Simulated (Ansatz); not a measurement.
One crystal and one scan (generalised stacking-fault energy along a line) at two levels, PBE (plane waves to 420 eV, PAW, scalar-relativistic; Ansatz, an electronic-structure program) and PBEsol (plane waves to 420 eV, PAW, scalar-relativistic; Ansatz), each from its own relaxed cell and on its own mesh. The cell shown is that of PBE.

ZnSe (zinc blende) is sheared across one {111} plane, shuffle cut: the third cell vector gains the shift, so faults repeat every 9.9 Å. The cut lies between planes 2.48 Å apart; the cell height is held.

```yaml
crystal:
  lattice:
    - [4.05385, 0.00000, 0.00000]
    - [2.02692, 3.51073, 0.00000]
    - [0.00000, 0.00000, 9.92986]
  atoms:
    - { symbol: Se, position: [0.66667, 0.66667, 0.87500] }
    - { symbol: Se, position: [0.33333, 0.33333, 0.20833] }
    - { symbol: Se, position: [0.00000, 0.00000, 0.54167] }
    - { symbol: Zn, position: [0.00000, 0.00000, 0.79167] }
    - { symbol: Zn, position: [0.66667, 0.66667, 0.12500] }
    - { symbol: Zn, position: [0.33333, 0.33333, 0.45833] }
```

In-plane vectors a = (4.054, 0.000) Å, b = (2.027, 3.511) Å, area 14.23 Å². The shift is s times the vector a + b (length 7.021 Å), so s = 1 restores the start. Atoms relax along the normal only. γ = [E(shift) − E(0)] / area.

E is the zero-smearing estimate. ZnSe was relaxed with its symmetry unable to fall. Faults lie only 9.8 Å apart, and holding the cell height raises γ above its relaxed value. Faults lie only 9.9 Å apart, and holding the cell height raises γ above its relaxed value. Percentages come from the unrounded values. Both scans cover s from 0.000 to 0.917.

| quantity | PBE | PBEsol | PBE − PBEsol |
|---|---|---|---|
| Lattice constant a (Å) | 5.733 | 5.634 | +0.099 (+1.8 %) |
| Highest computed γ on the line (mJ/m²) | 1062 | 1134 | -72 (-6.3 %) |
| γ at the local minimum along the line, s = 0.583 (mJ/m²) | 712 | 718 | -6 (-0.9 %) |
| Steepest slope dγ/d(shift) before the first maximum (spline) (GPa) | 8.1 | 8.9 | -0.8 (-9 %) |

PBE gives the higher value for: lattice constant a. PBE gives the lower value for: highest computed γ on the line; steepest slope dγ/d(shift) before the first maximum. They agree on: γ at the local minimum along the line, s = 0.583 (within 1.5 %). Both give the same position of the highest point: s = 0.333.

γ (mJ/m²), each from zero shift of its own level:

| s | PBE | PBEsol |
|---|---|---|
| 0.000 | 0 | 0 |
| 0.083 | 109 | 109 |
| 0.167 | 451 | 458 |
| 0.250 | 894 | 937 |
| 0.333 | 1062 | 1134 |
| 0.417 | 954 | 1004 |
| 0.500 | 780 | 800 |
| 0.583 | 712 | 718 |
| 0.667 | 731 | 738 |
| 0.750 | 634 | 635 |
| 0.833 | 353 | 349 |
| 0.917 | 97 | 95 |

(The slope of γ gives the shear force per area between the displaced halves; near zero shift its curvature is an elastic stiffness.)
